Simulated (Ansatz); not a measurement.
Input:

H4BrN:
```xyz
12
Lattice="5.5336 0.0000 0.0000 0.0000 5.5336 0.0000 0.0000 0.0000 3.9485" Properties=species:S:1:pos:R:3 pbc="T T T"
H      0.0000     4.6743     3.3435
H      3.6261     2.7668     3.3435
H      0.0000     0.8593     3.3435
H      1.9075     2.7668     3.3435
H      2.7668     3.6261     0.6050
H      0.8593     0.0000     0.6050
H      2.7668     1.9075     0.6050
H      4.6743     0.0000     0.6050
Br     0.0000     2.7668     2.0961
Br     2.7668     0.0000     1.8524
N      0.0000     0.0000     0.0000
N      2.7668     2.7668     0.0000
```

This is the LDA-relaxed structure. Tensor components refer to the Cartesian frame of this cell.

Q: All from LDA (plane waves, PAW; program Ansatz), unless another level is named. Predict the hole effective mass.

A: 7.0 along x (mₑ).

Q: What about the band gap?

A: 4.43 eV (direct).

Q: Predict the valence-band maximum.

A: at Γ.

Space group P4/nmm. The workflow started from a Materials Project entry (that database holds measured and hypothetical structures alike); the Crystallography Open Database files this formula in space group No. 129, but the cells were not matched. Whether it is the stable phase at ambient conditions was not checked. Symmetry was held in the LDA relaxation; phonons on a q-mesh show no instability. A crystal of weakly bound molecules computed without a dispersion correction: the cell and the soft elastic constants depend strongly on that. Scalar-relativistic: spin–orbit coupling is off unless named, which matters more the heavier the elements.

Potentials: the later of the program's two PAW sets.
